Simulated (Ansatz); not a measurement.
## Is this Cd₃O structure a true minimum?

The cell was found from a structure generator's guess, not taken from experiment.

All numbers below come from DFT PBE, scalar-relativistic, plane waves, PAW (Ansatz). Settings: cutoff 420 eV, Γ-centred mesh 6×6×6 on the computed 8-atom cell, Gaussian smearing of 0.10 eV; no spin polarisation.

The cell below (8 atoms, space group P6_3/mcm (No. 193)) is relaxed within its symmetry.

```yaml
crystal:
  lattice:
    - [5.29227, 0.00000, 0.00000]
    - [-2.64613, 4.58324, 0.00000]
    - [0.00000, 0.00000, 6.28040]
  atoms:
    - { symbol: Cd, position: [0.34732, 0.00000, 0.25000] }
    - { symbol: Cd, position: [0.00000, 0.34732, 0.25000] }
    - { symbol: Cd, position: [0.65268, 0.65268, 0.25000] }
    - { symbol: Cd, position: [0.65268, 0.00000, 0.75000] }
    - { symbol: Cd, position: [0.00000, 0.65268, 0.75000] }
    - { symbol: Cd, position: [0.34732, 0.34732, 0.75000] }
    - { symbol: O, position: [0.00000, 0.00000, 0.00000] }
    - { symbol: O, position: [0.00000, 0.00000, 0.50000] }
```

For the test it was strained at random (σ = 1.5 % a component), the atoms were moved at random (σ = 0.10 Å), and all was relaxed again on a coarse 6×6×4 mesh (in the run’s order of axes) with 0.20 eV smearing, with no symmetry imposed.

Q: Is the structure stable against such a distortion?

A: It returns, within 1 meV/atom of the unmoved cell on that mesh and with the same symmetry when read at 0.1 Å (C2/c at 0.01 Å, so small strains and shifts remain). No instability shows in this cell; modes of other wave vectors, which need another repeat, aren't tested.
